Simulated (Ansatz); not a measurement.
## Property card for Cd$_{3}$SeS$_{2}$

These are results of DFT PBE, scalar-relativistic, plane waves, PAW in Ansatz, not measurements.

Plane waves to 420 eV, a k mesh through Γ of 6×6×4 on the computed 6-atom cell and Gaussian smearing (0.02 eV); no spin polarisation.

The structure is relaxed at this level of theory with its symmetry kept, and needn't be the ground state of this composition.

```xyz
6
Lattice="4.2523 0.0000 0.0000 -2.1261 3.6826 0.0000 0.0000 0.0000 10.4285" Properties=species:S:1:pos:R:3 pbc="T T T"
Cd    0.0000    0.0000   10.3343
Cd    0.0000    2.4551    6.9515
Cd    2.1261    1.2275    3.5761
Se    0.0000    0.0000    2.5848
S     0.0000    2.4551    9.5212
S     2.1261    1.2275    6.1389
```

* Space group: P3m1 (No. 156)
* Volume per atom: 27.22 Å³
* Formation energy from the elements' standard states (uncorrected): -0.642 eV/atom
* Kohn–Sham band gap: 0.66 eV, direct at Γ
* Orbital (Löwdin) character of the top 1 eV of the valence band: Se 4p 48 %, S 3p 43 %
* Orbital (Löwdin) character of the lowest 1 eV of the conduction band: Cd 5s 56 %, S 3p 15 %, S 3s 14 %, Se 4p 7 %
* Electron masses at the edge by direction of the standard setting (m_e; one valley, along these axes only; no spin-orbit coupling): x: 0.090; y: 0.090; z: 0.097
* Hole masses at the edge by direction of the standard setting (m_e; one valley, along these axes only; no spin-orbit coupling): x: 1.1, 0.092; y: 1.1, 0.092; z: 3.1, 3.1
* Bulk modulus: 50 GPa
* Its pressure derivative: 4.6
* Electronic dielectric constant xx, yy, zz (independent particles): 7.3, 7.3, 7.1
* Bader charge by site (e): Cd (1 in the cell) 0.83, Cd (1 in the cell) 0.86, Cd (1 in the cell) 0.75, Se (1 in the cell) -0.73, S (1 in the cell) -0.85, S (1 in the cell) -0.86

The cell was found from a structure generator's guess, not taken from experiment. Kohn–Sham gaps at this level usually fall short of measured ones. Löwdin shares on free-atom orbitals overweight diffuse shells in the empty bands.
